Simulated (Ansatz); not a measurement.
# How much do the gradients of Mg2Mn3NiS8 depend on the method?

Cell: a computed structure from the Materials Project (it need not be an observed phase), taken as it stands.

```cif
data_structure
_symmetry_space_group_name_H-M 'P 1'
_symmetry_Int_Tables_number 1
_cell_length_a 7.2015
_cell_length_b 7.2015
_cell_length_c 7.2015
_cell_angle_alpha 59.873
_cell_angle_beta 59.873
_cell_angle_gamma 59.873
_cell_volume 263.33
loop_
_atom_site_label
_atom_site_type_symbol
_atom_site_fract_x
_atom_site_fract_y
_atom_site_fract_z
_atom_site_occupancy
Mg1 Mg 0.87673 0.87673 0.87673 1
Mg2 Mg 0.12327 0.12327 0.12327 1
Mn3 Mn 0.50000 0.50000 0.00000 1
Mn4 Mn 0.00000 0.50000 0.50000 1
Mn5 Mn 0.50000 0.00000 0.50000 1
Ni6 Ni 0.50000 0.50000 0.50000 1
S7 S 0.73878 0.73878 0.73878 1
S8 S 0.26546 0.26546 0.70680 1
S9 S 0.26546 0.70680 0.26546 1
S10 S 0.70680 0.26546 0.26546 1
S11 S 0.73454 0.29320 0.73454 1
S12 S 0.29320 0.73454 0.73454 1
S13 S 0.26122 0.26122 0.26122 1
S14 S 0.73454 0.73454 0.29320 1
```

Atoms are numbered from 1 in the order listed; like atoms form one site, named after its first atom.

First run. The numbers come from a DFT calculation in Ansatz (PBE, plane waves and PAW, scalar-relativistic, collinear spin, 420 eV cutoff, Γ-centred 6×6×6 k-points, Fermi–Dirac smearing 0.05 eV). Start moments as typed (μB): 4 on each Mn, 3 on each Ni, none on the rest. The program fits them to the shells of the files, so those used differ somewhat.

| site | atom | V_zz (10²¹ V/m²) | η | m (μB) |
| --- | --- | --- | --- | --- |
| Mg | 1 | 0.099 | 0.00 | 0.01 |
| Mn | 3 | -0.85 | 0.61 | 3.29 |
| Ni | 6 | -1.22 | 0.00 | -1.11 |
| S7 | 7 | -1.86 | 0.00 | -0.02 |
| S8 | 8 | 1.76 | 0.97 | -0.09 |

Second run. The same atoms and settings, except that the functional is r2SCAN and the cutoff is 500 eV.

(1) Given the first result, estimate the second.

## Answers

(1) 

| site | atom | V_zz | η | change of V_zz | m (μB) |
| --- | --- | --- | --- | --- | --- |
| Mg | 1 | 0.077 | 0.00 | -0.02 | 0.01 |
| Mn | 3 | -1.03 | 0.64 | -0.18 | 3.58 |
| Ni | 6 | -0.97 | 0.00 | +0.25 | -1.39 |
| S7 | 7 | -2.51 | 0.00 | -0.65 | -0.06 |
| S8 | 8 | -3.90 | 0.72 | – | -0.13 |

The largest change of V_zz along a kept axis is on S7, from -1.86 to -2.51. The whole tensor moves most on S8, by 2.42 along its most changed direction. On Mn V_xx and V_yy change places (or their axes turn by over 50°), so the two values of η hide a larger change. On S8 the largest principal value lies along another axis in the second run, so the two V_zz can't be compared directly. The absolute magnetisation of the cell goes from 12.9 to 14.5 μB.

The moments were started parallel, and the run ended with some of them reversed. The run finds no gap above 0.1 eV (a metal, or nearly one), so the gradients can move by 10 % or more with the k-mesh. Semilocal functionals can leave a metal where correlation in the d or f shell opens a gap in the real compound, and that would change the values at and beside Mn and Ni. With these PAW files V_zz is typically within 2 to 3 % of all-electron values, but misses above 10 % occur on Ni. The run lost the sense of its start on Ni, where the moments end reversed; a state with other moments may lie lower. The magnetic order is the one that the run reached from its start moments, not necessarily the measured one.
For the second run: The largest force is 0.3 eV/Å, so the atoms aren't at the calculated equilibrium and relaxing them would move these values. The program didn't check the stability of this electronic state in full, so a lower one may lie near.
